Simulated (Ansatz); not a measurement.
Here is the system:

ScPd3N:
```yaml
crystal:
  lattice:
    - [4.17739, 0.00000, 0.00000]
    - [0.00000, 4.17739, 0.00000]
    - [0.00000, 0.00000, 4.17739]
  atoms:
    - { symbol: Sc, position: [0.00000, 0.00000, 0.00000] }
    - { symbol: Pd, position: [0.00000, 0.50000, 0.50000] }
    - { symbol: Pd, position: [0.50000, 0.00000, 0.50000] }
    - { symbol: Pd, position: [0.50000, 0.50000, 0.00000] }
    - { symbol: N, position: [0.50000, 0.50000, 0.50000] }
```

This is the r²SCAN-relaxed structure.

**Question.** All from DFT-r²SCAN in the program Ansatz with PAW potentials, unless another level is named. Predict the electronic character.

**Answer.** metallic (no gap).

**Question.** What about the formation energy from the elements (no fitted shifts)?

**Answer.** -0.26 eV/atom.

**Question.** Predict the density of states at the Fermi level.

**Answer.** 0.33 states/eV per atom (mean over ±0.08 eV).

**Question.** Give the gap with spin–orbit coupling.

**Answer.** none (metallic).

Space group Pm-3m (anti-perovskite). The start of the workflow was typed in or built on a structure type; neither database checked (COD, Materials Project) lists it. Its standing as an ambient phase is unchecked. Symmetry was held in the r²SCAN relaxation; whether a distortion lowers the energy is not shown. No spin polarisation was allowed. The references are the lowest solids computed at this level, not always the standard phases (solids in place of the gases). Scalar-relativistic: spin–orbit coupling is off unless named, which matters more the heavier the elements.

Potentials: the later of the program's two PAW sets.
